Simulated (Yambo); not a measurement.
Yambo run on CsHgF$_{3}$ (cubic perovskite, space group Pm-3m, No. 221). The wavefunctions are PBEsol (pw.x of Quantum ESPRESSO, ONCV potentials, with spin-orbit coupling) ones on a 2×2×2 mesh (50 occupied bands); a = b = c = 4.595 Å, α = β = γ = 90.00°.

Yambo input:

```
rim_cut
gw0
dyson
el_el_corr
HF_and_locXC
ppa
em1d
RandQpts= 1000000
RandGvec= 1 Ry
EXXRLvcs= 84 Ry
VXCRLvcs= 336 Ry
Chimod= "HARTREE"
% BndsRnXp
 9 | 296 |
%
NGsBlkXp= 7 Ry
% LongDrXp
 1.0 | 1.0 | 1.0 |
%
PPAPntXp= 27.2114 eV
% GbndRnge
 1 | 120 |
%
GTermKind= "BG"
DysSolver= "n"
ExtendOut
% QPkrange
 1 | 1 | 50 | 51 |
 4 | 4 | 50 | 50 |
%
```

k points by index: 1 = Γ, 4 = R.

The o-*.qp file then holds:

```
#    K-point    Band    Eo [eV]    E [eV]    E-Eo [eV]    Vxc [eV]    Vnlxc [eV]    Sc|Eo [eV]    Sc|E [eV]    dSc/dw|Eo [eV]    Re(Z)    Im(Z)
#
    1    50    -2.080224    -3.470470    -1.390245    -21.39272    -28.80697    5.616627    6.024001    -7.972412    0.773404    -0.001566
    1    51    0.440774    1.383546    0.942771    -13.32241    -9.020927    -3.189004    -3.358713    -4.897941    0.847459    -0.971653E-3
    4    50    0.000000    -0.870734    -0.870734    -24.64360    -30.07412    4.346313    4.559793    -6.670568    0.803121    -0.001219
```
(The two width columns are left out.) Convergence of these settings isn't established.

Geometry of the Materials Project entry, not relaxed at this level.
